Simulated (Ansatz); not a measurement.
Ca3SnH2 (space group Cmcm)

```
CELL_PARAMETERS angstrom
      4.42423    -5.68098     0.00000
      4.42423     5.68098     0.00000
      0.00000     0.00000     5.23539
ATOMIC_POSITIONS crystal
  Ca 0.89064 0.10936 0.25000
  Ca 0.10936 0.89064 0.75000
  Ca 0.40810 0.18622 0.25000
  Ca 0.59190 0.81378 0.75000
  Ca 0.18622 0.40810 0.75000
  Ca 0.81378 0.59190 0.25000
  Sn 0.69317 0.30683 0.75000
  Sn 0.30683 0.69317 0.25000
  H  0.15161 0.15161 0.00000
  H  0.84839 0.84839 0.00000
  H  0.84839 0.84839 0.50000
  H  0.15161 0.15161 0.50000
```

The slice is a (110) plane (indices of the conventional cell) through the point (0.152, 0.152, 0.000) (fractional), spanned by u = [001] and v = [100] in vectors of this cell: u (5.24 Å) and v (7.20 Å, at 90° to u). It covers one period; positions are fractions (u, v).

Method: r2SCAN (plane waves to 500 eV, PAW, scalar-relativistic; Ansatz, a program for electronic structure). k mesh 4×4×5. Inside the PAW spheres the values are not all-electron values, and peaks at nuclei hang on which shells count as valence. Ca3SnH2 was relaxed with its symmetry unable to fall.

Q: Sketch the electron localisation function (ELF) on this plane as a map.

A: 
```
|xx@@@@==  ..##@@xxxx@@%%::  ++@@@@|
|@@@@==      ..##@@@@@@##..  --%%@@|
|**::  ::==--    ==##**--    ..++##|
|    --##%%%%**..  ....        ....|
|  ..##%%%%%%%%==      ........    |
|  ::##%%xxxx%%**    ..--====--::  |
|  ..##%%%%%%%%++    --++****++++::|
|    ==##%%%%**..  ::++**********==|
|--    --++==..  ..++****++++++****|
|**::          ..==****++======++**|
|**++::      ..==****++==------++**|
|##**==..    ::++****++==------==**|
|**++::      ..--****++==------++**|
|++::            ==****++======++**|
|--    --++==..  ..++****++++******|
|    ==%%%%%%##..  ::++**********==|
|  ..##%%%%%%%%++    --++******++..|
|  --%%%%xxxx%%**    ..--======::  |
|  ::##%%xx%%%%++      ..::::....  |
|    ==%%%%%%##..  ......      ....|
|**..  ::++==..  ==####--    ..++##|
|@@@@--      ..##@@@@@@##..  ==@@@@|
|xx@@@@--  ..##@@xxxx@@%%::  ++@@@@|
|xxxx@@**  ::@@@@xxxx@@@@::  **@@xx|
```
Scale: ten equal steps from 0.03 (start of ' ') to 1.00 (end of '@'), in the order ' .:-=+*#%@'. Values: electron localisation function (ELF). The map has 17 points along u (two characters each, u = 0 at the left) and 24 along v (v = 0 in the bottom row). Points within 0.4 Å of a nucleus are blanked (x), as the pseudised field means little there.
